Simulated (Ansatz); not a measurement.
AgI:
```cif
data_Ag2I2
_chemical_formula_sum 'I2 Ag2'
_space_group_name_H-M_alt 'P 1'
_space_group_IT_number 1
_cell_length_a 4.68528
_cell_length_b 4.68528
_cell_length_c 7.66208
_cell_angle_alpha 90.000
_cell_angle_beta 90.000
_cell_angle_gamma 120.000
loop_
_space_group_symop_operation_xyz
  'x, y, z'
loop_
_atom_site_label
_atom_site_type_symbol
_atom_site_fract_x
_atom_site_fract_y
_atom_site_fract_z
_atom_site_occupancy
I1 I 0.33333 0.66667 0.00245 1
I2 I 0.66667 0.33333 0.50245 1
Ag1 Ag 0.33333 0.66667 0.62755 1
Ag2 Ag 0.66667 0.33333 0.12755 1
```

Relaxed with PBE.

Task: Decompose the optical modes at the zone centre into irreducible representations, and say which are infrared and Raman allowed.

Result: Point group 6mm: Γ_opt = A1 + 2B1 + E1 + 2E2. Infrared: A1, E1. Raman: A1, E1, E2.

Task: Assign frequencies (DFPT, the program Ansatz at the PBE level (PAW); without the LO–TO term).

Result: E2 21, B1 72, A1 89, E1 91, E2 96, B1 109 cm⁻¹.

Subscripts of B labels follow the axes of the standard setting.

Space group P6_3mc (wurtzite). Symmetry was held in the PBE relaxation; phonons on a q-mesh show no instability. The run is not spin-polarised. Spin–orbit coupling is left out wherever it is not named.

Potentials: the later of the program's two PAW sets.
